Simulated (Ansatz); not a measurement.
ZrRh$_{3}$ (Cu3Au type, Pm-3m) at seven volumes, LDA (plane waves, PAW; program Ansatz), scaled uniformly. One row is withheld.

| V (Å³/atom) | P (GPa) |
|---|---|
| 13.249 | ? |
| 13.686 | 18.20 |
| 14.122 | 8.33 |
| 14.559 | 0.00 |
| 14.996 | -7.02 |
| 15.433 | -12.93 |
| 15.870 | -17.90 |

Problem. Fit the shown pressures and predict the withheld one.

Solution. P = (3/2)B₀(x^(7/2) − x^(5/2))[1 + (3/4)(B′ − 4)(x − 1)] with x = (V₀/V)^(2/3). Least squares on the six rows gives V₀ = 14.559 Å³/atom, B₀ = 254 GPa, B′ = 4.72. At V = 13.249, x = 1.0649 and P = 29.94 GPa. The run itself gave 29.91 GPa.

The first step of the workflow began from a Materials Project structure, measured or hypothetical; the Crystallography Open Database files this formula in space group No. 221, but the cells were not matched. Its standing as an ambient phase is unchecked. The LDA relaxation kept the symmetry of its start; of distortions, only those at the zone centre were tested. No spin polarisation was allowed.

Potentials: the later of the program's two PAW sets.
